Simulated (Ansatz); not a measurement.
## Elastic constants of Na3SCl at -0.9 GPa (stress–strain coefficients): input and output

Theory: DFT PBEsol, scalar-relativistic, plane waves, PAW in Ansatz 0.2.0.

Launched with:
```bash
ansatz run input.yaml --threads 1 --pin off --max-ram 1228MiB --backend cpu --events-out ev --progress --plain --runs-dir out
```

Input (bare energies are in eV):
```yaml
crystal:
  lattice:
    - [5.2532, 0.0, 0.0]
    - [0.0, 5.2532, 0.0]
    - [0.0, 0.0, 5.2532]
  atoms:
    - { symbol: Cl, position: [0.0, 0.0, 0.0] }
    - { symbol: S, position: [0.5, 0.5, 0.5] }
    - { symbol: Na, position: [0.5, 0.5, 0.0] }
    - { symbol: Na, position: [0.5, 0.0, 0.5] }
    - { symbol: Na, position: [0.0, 0.5, 0.5] }
basis:
  ecutwfc: 420
kpoints:
  mp_grid: { grid: [4, 4, 4] }
hamiltonian:
  xc: pbesol
scf:
  occupations: { method: fixed }
output:
  forces: true
  stress: true
  eigenvalues: true
elastic:
  mode: relaxed_ion
  stencil: two_point
```

From the output:
```
--- Elastic constants: 2 strain directions × 2 members + reference (group order 48) ---
  dense FFT box of the reference and of every strained cell: 36×36×36
  strains applied: 11, 23; error gains: componentwise 1.00 (the most a stress slope's error grows in a printed constant), spectral 1.73 (1 for all six strains in a standard setting)
  C = ∂σ_k/∂η_j (tension-positive GPa; Voigt order 11 22 33 23 13 12):
        43.669      3.035      3.035     -0.000     -0.000     -0.000
         3.035     43.669      3.035     -0.000     -0.000     -0.000
         3.035      3.035     43.669     -0.000     -0.000     -0.000
        -0.000     -0.000     -0.000      6.033      0.000      0.000
         0.000      0.000     -0.000      0.000      6.033      0.000
         0.000     -0.000      0.000      0.000     -0.000      6.033
  reference stress σ⁰ (GPa):      0.857      0.857      0.857     -0.000     -0.000      0.000
  C* (energy form; C + prestress term) asymmetry max|C*_kj − C*_jk| = 1.776e-15 GPa — a small one proves nothing (zero by symmetry where the batch's group is 432, −43m or m−3m); a large one is finite-difference/SCF noise where every solve ...
  moduli (Voigt/Reuss/Hill, GPa): K = 16.58/16.58/16.58   G = 11.75/8.39/10.07   E = 25.12   ν = 0.247
  mechanically stable: yes (min eigenvalue of sym C = 6.03 GPa)
  strain η (Voigt 11):  stress-route row diagonal C_11 = 43.67 GPa, energy-path curvature d²(F+E_count+ΔE)/dδ²/Ω₀ = 43.45 GPa
         δ    σ_11 (GPa) F (eV) n_scf n_hpsi n_pw
    -2.000e-3       0.7692       -6379.1872532      10    8648   2872   relax 0 steps, max|allowed force component| 7.93e-29 eV/Å
     2.000e-3       0.9438       -6379.1841507      10    8802   2897   relax 0 steps, max|allowed force component| 8.90e-29 eV/Å
  strain η (Voigt 23):  stress-route row diagonal C_44 = 6.03 GPa, energy-path curvature d²(F+E_count+ΔE)/dδ²/Ω₀ = 5.31 GPa
         δ    σ_23 (GPa) F (eV) n_scf n_hpsi n_pw
    -2.000e-3      -0.0121       -6379.1857708       8    9322   2872   relax 0 steps, max|allowed force component| 4.06e-29 eV/Å
     2.000e-3       0.0121       -6379.1857708       9    9123   2872   relax 0 steps, max|allowed force component| 3.03e-29 eV/Å
```

The cell is the ideal cubic antiperovskite prototype; whether it is the stable structure of this composition wasn't checked.